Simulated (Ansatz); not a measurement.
# Sn3Se: an elastic constant from a strain scan

All numbers below come from Ansatz, DFT PBEsol, scalar-relativistic, plane waves, PAW. The runs took a 420 eV cutoff, a Γ-centred 12×12×12 mesh and Gaussian smearing (0.15 eV). No spin polarisation. Energies are free energies at this smearing, counted from the undisturbed cell; pressure is positive in compression.

Zero of the scan (relaxed at this level; with this scan's settings it stands at 0.1 GPa; it needn't be the usual structure):

```yaml
crystal:
  lattice:
    - [0.00000, 3.65819, 3.65819]
    - [3.65819, 0.00000, 3.65819]
    - [3.65819, 3.65819, 0.00000]
  atoms:
    - { symbol: Sn, position: [0.25000, 0.25000, 0.25000] }
    - { symbol: Sn, position: [0.75000, 0.75000, 0.75000] }
    - { symbol: Sn, position: [0.50000, 0.50000, 0.50000] }
    - { symbol: Se, position: [0.00000, 0.00000, 0.00000] }
```

The cell is strained by ε times the Voigt pattern (0, 0, 0, 1, 0, 0) (xx, yy, zz, yz, xz, xy; engineering shear) with fractional coordinates fixed. The cell holds 4 atoms in V0 = 97.91 Å³. The stress column is τ = (1/V0) dE/dε, got from the stress tensor σ (compression positive) at each point as −det(1 + εP) σ : P(1 + εP)⁻¹, with P the pattern as a tensor.

| ε | ΔE (meV/atom) | τ (GPa) |
| --- | --- | --- |
| -0.0175 | 0.306 | -0.234 |
| -0.0150 | 0.223 | -0.199 |
| -0.0125 | 0.154 | -0.165 |
| -0.0100 | 0.098 | -0.131 |
| -0.0075 | 0.054 | -0.097 |
| -0.0050 | 0.023 | -0.065 |
| -0.0025 | 0.005 | -0.032 |
| 0.0000 | 0.000 | 0.000 |
| 0.0025 | 0.005 | 0.032 |
| 0.0050 | 0.023 | 0.065 |
| 0.0075 | 0.054 | 0.097 |
| 0.0100 | 0.098 | 0.131 |
| 0.0125 | 0.154 | 0.165 |
| 0.0150 | 0.223 | 0.199 |
| 0.0175 | 0.306 | 0.234 |
| 0.0200 | ? | ? |

Q: Which combination of elastic constants does this scan measure, and how large is it?

A: For small ε, τ = τ0 + Kε with K = pᵀCp, which for this pattern is C44 in the cubic axes. The parabola through τ at ε = -0.0025, 0 and 0.0025 has slope K = 12.9 GPa at zero. The energies per cell, E = NΔE, of the wider pair ε = ±0.0175 give K = 2[E(ε₊)/ε₊ − E(ε₋)/ε₋]/[(ε₊ − ε₋)V0] = 13.1 GPa, in agreement. These are clamped-ion values.

Q: Predict the withheld row at ε = 0.0200 from the harmonic law, and compare.

A: ΔE = V0(τ0 ε + Kε²/2)/N = 0.395 meV/atom and τ = 0.26 GPa. The calculation gives 0.402 meV/atom and 0.27 GPa, a miss of 0.01 meV/atom at most, so the harmonic law still holds here.

Forces appear on the atoms along this scan, and letting them relax would lower the energy and soften the response. In a metal these slopes depend on the k mesh and the smearing.

Cost: 9 runs of about 3.8 core-minutes in all, on Intel Xeon 6975P-C (Granite Rapids) (shared hosts).